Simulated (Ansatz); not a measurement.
Values for one crystal, relaxed and computed with LDA (plane waves, PAW; program Ansatz); other levels are named.

```yaml
volume_per_atom: 38.24 Å³
electronic_character: metallic (no gap)
debye_temperature_from_the_elastic_constants: 229 K
zone_centre_stability: no imaginary mode at Γ
Poisson's ratio: 0.29
Young's modulus: 24.2 GPa
hill_bulk_and_shear_moduli: 19.4 and 9.3 GPa
```

Which of these materials gives this?
A. Be, hcp (Mg type)
B. Zr, hcp (Mg type)
C. Ca, hcp (Mg type)
D. Tm, hcp (Mg type)

C, Ca, hcp (Mg type)

Space group P6_3/mmc (hcp (Mg type)). The workflow started from an entry of the Crystallography Open Database (COD, 723 K), which files this formula under 3 space groups. It is not the phase usual at ambient conditions (space group No. 225). The cell was relaxed with LDA under the symmetry of its start. As this level gives no gap, shear constants depend on the k-mesh and smearing (Fermi–Dirac, 0.1 eV here).

Potentials: the earlier of the program's two PAW sets. The files were generated under PBE; for other functionals the program regenerates the frozen cores, and for LDA and PBEsol the local potential too.
